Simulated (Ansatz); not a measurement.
**57Fe Mössbauer parameters in SiC with Fe replacing Si**

Cell: a supercell of SiC (zinc blende type, F-43m) built from a structure deposited in the COD, with all atoms left at the host's positions.

```cif
data_FeSi26C27
_symmetry_space_group_name_H-M 'F-43m'
_symmetry_Int_Tables_number 216
_cell_length_a 13.0740
_cell_length_b 13.0740
_cell_length_c 13.0740
_cell_angle_alpha 90.000
_cell_angle_beta 90.000
_cell_angle_gamma 90.000
loop_
_atom_site_label
_atom_site_type_symbol
_atom_site_symmetry_multiplicity
_atom_site_Wyckoff_symbol
_atom_site_fract_x
_atom_site_fract_y
_atom_site_fract_z
Fe Fe 4 a 0.0000 0.0000 0.0000
Si2 Si 48 h 0.1667 0.0000 0.1667
Si5 Si 16 e 0.3333 0.8333 0.1667
Si9 Si 16 e 0.6667 0.6667 0.3333
Si15 Si 24 f 0.5000 0.6667 0.5000
C28 C 16 e 0.0833 0.9167 0.0833
C29 C 24 g 0.2500 0.9167 0.2500
C33 C 48 h 0.5833 0.7500 0.4167
C41 C 16 e 0.4167 0.5833 0.4167
C54 C 4 c 0.7500 0.2500 0.7500
```

One atom of each set is listed; the run and its k-mesh use a cell of 54 atoms with edges of 9.24, 9.24, 9.24 Å.

Computed with Ansatz: DFT, PBE, plane waves and PAW, scalar-relativistic, collinear spin, 420 eV cutoff, Γ-centred 3×3×3 k-points, Fermi–Dirac smearing 0.01 eV, cell charge -2. Start moments as typed (μB): 4 on each Fe, none on the rest.

Isomer shifts (against α-Fe) follow from the electron density at the nucleus, δ = α(ρ − ρ₀), with α = -0.366 mm s⁻¹ a₀³ and ρ₀ = 14904.00 a₀⁻³ from a line fitted to 10 measured compounds at this level of theory (rms miss 0.11 mm/s). ΔE_Q = ½eQV_zz(1 + η²/3)^½ with Q = 0.160 b for the 14.4 keV state. B_c is the Fermi-contact field along the atom's own moment; orbital and dipolar fields are not included.

Task: What would the 57Fe spectrum's parameters be?

Result: 

```json
{"site": "Fe", "atoms": "1", "first shell": "4 C at 1.89 Å", "ρ − ρ₀ (a₀⁻³)": "0.88", "δ (mm/s)": "-0.32", "ΔE_Q (mm/s)": "0.00", "η": "–", "|m| (μB)": "0.42", "B_c (T)": "-1.8"}
```



The defect repeats with the cell of 54 atoms, so it feels its images: sites between two images don't show the values beside a lone defect, and zeros or small values of η there can come from the images' arrangement. A uniform background compensates the cell's charge. The run lost most of its start moments on Fe; a state with other moments may lie lower. The neighbours have not yet relaxed around the defect (largest force 1.0 eV/Å), so a real crystal will differ. Shifts outside the range of the fitted compounds (-0.1 to 1.5 mm/s for Fe) are extrapolations. Semilocal functionals underestimate the core's spin polarisation, so contact fields of ionic iron come out too small in magnitude. On Fe B_c is a small difference of large parts, and can be wrong severalfold and even in sign.

Hardware: 1 thread of AMD EPYC 7R43 64-Core Processor (Zen 3) (x86_64; 48 cores open to the job, memory cap 3.0 GiB, no GPU), a shared host with a load of 0.4 a core. Wall time 4 min, CPU time 4 min, peak memory 1.5 GiB.
